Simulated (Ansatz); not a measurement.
Ca2H3Br:
```xyz
6
Lattice="3.8932 0.0000 0.0000 -1.9466 3.3716 0.0000 0.0000 0.0000 6.8549" Properties=species:S:1:pos:R:3 pbc="T T T"
Ca     1.9466     1.1239     1.2683
Ca     0.0000     2.2478     5.5866
H      1.9466     1.1239     5.8347
H      0.0000     2.2478     1.0202
H      0.0000     0.0000     0.0000
Br     0.0000     0.0000     3.4275
```

Relaxed with r²SCAN.

Question: Give the Bader charges and basin volumes of the independent atoms, r²SCAN (plane waves, PAW; program Ansatz).

Answer: 

```json
[
 {"atom": "Ca1", "Bader charge (e)": "+1.50", "Bader volume (Å³)": "13.2"},
 {"atom": "H3", "Bader charge (e)": "-0.73", "Bader volume (Å³)": "9.9"},
 {"atom": "H5", "Bader charge (e)": "-0.71", "Bader volume (Å³)": "10.5"},
 {"atom": "Br6", "Bader charge (e)": "-0.82", "Bader volume (Å³)": "33.4"}
]
```

Space group P-3m1. The workflow started from a Materials Project entry (that database holds measured and hypothetical structures alike); the Crystallography Open Database copy checked does not list it. Whether it is the stable phase at ambient conditions was not checked. Symmetry was held in the r²SCAN relaxation; its stability against distortions is not shown here.

Potentials: the later of the program's two PAW sets.
